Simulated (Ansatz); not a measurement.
Relaxed candidate structures of ZrO2:

A. F-43m (No. 216), cF12; a = 5.0390 Å, b = 5.0390 Å, c = 5.0390 Å, α = 90.00°, β = 90.00°, γ = 90.00°; O 4a (0.000, 0.000, 0.000); Zr 4d (0.750, 0.750, 0.750); O 4c (0.250, 0.250, 0.250); non-magnetic

B. Pbca (No. 61), oP24; a = 5.553 Å, b = 9.985 Å, c = 5.779 Å, α = 90.00°, β = 90.00°, γ = 90.00°; Zr 8c (0.148, 0.370, 0.407); O 8c (0.330, 0.485, 0.155); O 8c (0.476, 0.268, 0.376); non-magnetic

C. P4/mmm (No. 123), tP3; a = b = 3.165 Å, c = 3.951 Å, α = β = γ = 90.00°; O 1c (0.500, 0.500, 0.000); O 1b (0.000, 0.000, 0.500); Zr 1a (0.000, 0.000, 0.000); non-magnetic

D. P2₁/c (No. 14), mP12, AFLOW prototype A2B_mP12_14_2e_e (C43, as in ZrO2); a = 5.154 Å, b = 5.226 Å, c = 5.331 Å, α = 90.00°, β = 99.41°, γ = 90.00°; Zr 4e (0.276, 0.042, 0.210); O 4e (0.069, 0.333, 0.345); O 4e (0.550, 0.257, 0.022); non-magnetic

Order them by energy per atom (lowest first) at the level r2SCAN (plane waves to 500 eV, PAW, scalar-relativistic; Ansatz, a quantum-chemistry and plane-wave program).

D (reference, the lowest of the structures calculated here), B (+61 meV/atom), C (+586 meV/atom), A (+1.270 eV/atom)

Probably no minimum, since a slightly shaken restart fell lower: P4/mmm, tP3, non-magnetic (by 0.35 eV/atom, to P6₃mc).  2 generated cells of layers, chains or molecules, poorly bound without dispersion, are left out. Each run could gain symmetry but not lose that of its start, so entries can be saddle points. From databases, or of a type measured for this composition: P2₁/c, mP12, AFLOW prototype A2B_mP12_14_2e_e (C43, as in ZrO2), non-magnetic; the others are generated cells (placed on structure types, drawn at random, substituted or restacked) that were not matched to a known phase here. Each structure is listed in the lowest spin state found for it. Energies are at zero temperature and pressure, without zero-point motion. No spin polarisation in the result. The d or f electrons are treated with no Hubbard U. Gaps of cells over 8 atoms come from the SCF mesh and high-symmetry points alone.
